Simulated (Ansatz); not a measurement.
The relaxed structure here is a generated cell of MoS2: the first start was made by placing the elements on the sites of a structure type, and the end was not matched to a known phase here, so it may be hypothetical. Known forms of MoS2 include space group No. 160, 194.

A relaxed cell of MoS2 (I4₁/amd (No. 141)), relaxed on a k-mesh at least as fine as the one used below. Calculation: PBEsol (plane waves to 420 eV, PAW, scalar-relativistic; Ansatz, an electronic-structure program). Γ-centred k-mesh 10×10×10 on the run's cell (coarser than for final values), Fermi–Dirac smearing 0.05 eV.

```
CELL_PARAMETERS angstrom
     -4.71987     4.71987     8.79765
      0.00000     0.00000     8.79765
      0.00000     4.71987     0.00000
ATOMIC_POSITIONS crystal
  Mo 0.00000 0.50000 0.00000
  Mo 0.50000 0.50000 0.00000
  Mo 0.50000 0.75000 0.50000
  Mo 0.00000 0.75000 0.50000
  S  0.00000 0.22323 0.00000
  S  0.50000 0.22323 0.00000
  S  0.00000 0.47323 0.50000
  S  0.50000 0.47323 0.50000
  S  0.00000 0.02677 0.50000
  S  0.50000 0.02677 0.50000
  S  0.00000 0.77677 0.00000
  S  0.50000 0.77677 0.00000
```

The atoms are displaced along an unstable phonon of this cell by (Å):

```csv
atom,ux,uy,uz
Mo1,0.000,-0.150,0.000
Mo2,0.000,0.150,0.000
Mo3,0.000,-0.150,0.000
Mo4,0.000,0.150,0.000
S5,0.000,-0.003,0.000
S6,0.000,0.003,0.000
S7,0.000,-0.071,0.000
S8,0.000,0.071,0.000
S9,0.000,0.003,0.000
S10,0.000,-0.003,0.000
S11,0.000,0.071,0.000
S12,0.000,-0.071,0.000
```

Question: What forces (eV/Å) and pressure result?

Answer: 
```csv
atom,Fx,Fy,Fz
Mo1,0.00,0.02,0.04
Mo2,0.00,-0.02,0.04
Mo3,0.00,0.02,-0.04
Mo4,0.00,-0.02,-0.04
S5,0.00,-0.06,0.07
S6,0.00,0.06,0.07
S7,0.00,-0.19,0.28
S8,0.00,0.19,0.28
S9,0.00,0.06,-0.07
S10,0.00,-0.06,-0.07
S11,0.00,0.19,-0.28
S12,0.00,-0.19,-0.28
```

Pressure +0.4 GPa.

The undisplaced cell is probably no minimum: from this displacement the run went on to Pmna (No. 53), 0.04 eV/atom below it.

No spin polarisation in the result.
